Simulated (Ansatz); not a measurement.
One crystal and one scan (scan of one atom of the cell) at two levels, PBE-D3(BJ) (plane waves to 420 eV, PAW, scalar-relativistic; Ansatz, a program for electronic structure) and r2SCAN+rVV10 (plane waves to 500 eV, PAW, scalar-relativistic; Ansatz), each from its own relaxed cell and on its own mesh. The cell shown is that of PBE-D3(BJ).

Starting cell, Bi$_{2}$Se$_{3}$ (Bi2Te3 type, space group R-3m):

```xyz
5
Lattice="2.0722 1.1964 9.4827 -2.0722 1.1964 9.4827 0.0000 -2.3927 9.4827" Properties=species:S:1:pos:R:3 pbc="T T T"
Bi     0.0000     0.0000    11.4041
Bi     0.0000     0.0000    17.0439
Se     0.0000     0.0000     0.0000
Se     0.0000     0.0000     5.9889
Se     0.0000     0.0000    22.4591
```

In this cell atom 4 (Se, nearest neighbour Bi at 2.863 Å; its periodic images, 4.1 Å or more away, move with it) is moved by s along Cartesian z, unit vector (0.000, 0.000, 1.000); all other atoms and the cell stay fixed.

Energies are smeared free energies. Bi2Se3 was relaxed with its symmetry unable to fall. Spin-orbit coupling is left out, though Bi is heavy. Both scans cover s from -0.290 to 0.290 Å.

ΔE (meV/cell), each from the undisplaced structure of its own level:

```
s (Å)   PBE-D3(BJ)  r2SCAN+rVV10
------  ----------  ------------
-0.290       247.6         264.7
-0.232       161.9         172.3
-0.174        92.7          98.3
-0.116        41.8          44.1
-0.058        10.5          11.0
0.000          0.0           0.0
0.058         11.0          11.5
0.116         43.9          45.9
0.174         98.9      withheld
0.232        175.6         182.9
0.290        273.7         284.6
```

Estimate the r2SCAN+rVV10 value at 0.174 from the PBE-D3(BJ) value there and the ratio of the two levels in the two nearest given rows on that side of the minimum.

At 0.116 and 0.232 the ratio r2SCAN+rVV10/PBE-D3(BJ) averages 1.044, which gives 1.044 × 98.9 = 103.3 meV/cell. The calculation gives 103.2 meV/cell, +4.3 % against PBE-D3(BJ).

(A displaced cell: forces are minus the slopes of the energy, force constants its curvatures, and phonons follow from these.)
